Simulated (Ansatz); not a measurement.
A relaxed structure of MgSe is spoiled in several ways and relaxed again each time (noise and exchanges are one random draw each; pressure is positive under compression). These are r2SCAN (plane waves to 500 eV, PAW, scalar-relativistic; Ansatz, a quantum-chemistry and plane-wave program) values and carry that method's errors.

Space group Fm-3m (No. 225); a = b = c = 5.472 Å, α = β = γ = 90.00°

| atom | site | symmetry | x | y | z |
|---|---|---|---|---|---|
| Se | 4a | m-3m | 0.0000 | 0.0000 | 0.0000 |
| Mg | 4b | m-3m | 0.5000 | 0.5000 | 0.5000 |
(The calculation used a cell of 2 atoms; values per cell refer to that cell.)

One start gave a first pressure of +27.6 GPa, a largest first force of 0.00 eV/Å and released 0.34 eV/atom. Which change was it?
A. deformed by the Cartesian strain tensor (xx, yy, zz, yz, xz, xy) = (-0.113, -0.057, -0.064, -0.009, -0.003, -0.015)
B. with one Mg and one Se atom exchanged in a cell of 4 atoms
C. with every coordinate shifted by Gaussian noise of σ = 0.3 Å

A, deformed by the Cartesian strain tensor (xx, yy, zz, yz, xz, xy) = (-0.113, -0.057, -0.064, -0.009, -0.003, -0.015). All starts:

| change | first pressure (GPa) | largest first force (eV/Å) | released (eV/atom) | moves | outcome | final group | E − E(parent) (eV/atom) |
|---|---|---|---|---|---|---|---|
| deformed by the Cartesian strain tensor (xx, yy, zz, yz, xz, xy) = (-0.113, -0.057, -0.064, -0.009, -0.003, -0.015) | 27.6 | 0.00 | 0.34 | 5 | returns to the parent | Fm-3m | 0.000 |
| with one Mg and one Se atom exchanged in a cell of 4 atoms | 8.6 | 3.61 | 1.11 | 14 | trapped higher | R-3m | +0.355 |
| with every coordinate shifted by Gaussian noise of σ = 0.3 Å | 25.9 | 7.20 | 1.01 | 6 | returns to the parent | Fm-3m | 0.000 |

First-step values come from each run's starting, coarser k-mesh (8×8×8, 7×7×7). The runs use different k-meshes, so differences are rounded accordingly. No spin polarisation in the result.
